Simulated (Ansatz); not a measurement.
SiW (NiAs type, space group No. 194) at seven volumes, plane-wave PAW PBE (Ansatz code), shape and atoms relaxed at each. One row is withheld.

```
V (Å³/atom)  P (GPa)
-----------  -------
13.652         24.53
14.102         14.99
14.552          6.91
15.002          0.00
15.452         -5.84
15.902             ?
16.352        -14.92
```

**Question.** Fit the shown pressures and predict the withheld one.

**Answer.** P = (3/2)B₀(x^(7/2) − x^(5/2))[1 + (3/4)(B′ − 4)(x − 1)] with x = (V₀/V)^(2/3). Least squares on the six rows gives V₀ = 15.003 Å³/atom, B₀ = 210 GPa, B′ = 4.49. At V = 15.902, x = 0.9619 and P = -10.73 GPa. The run itself gave -10.75 GPa.

Space group P6_3/mmc (NiAs type). A made-up cell: these elements were put on the sites of a structure type; neither database checked (COD, Materials Project) lists it. Its standing as an ambient phase is unchecked. The cell was relaxed with PBE under the symmetry of its start; whether a distortion lowers the energy is not shown. The run is not spin-polarised. Scalar-relativistic: spin–orbit coupling is off unless named, which matters more the heavier the elements.

Potentials: the later of the program's two PAW sets.
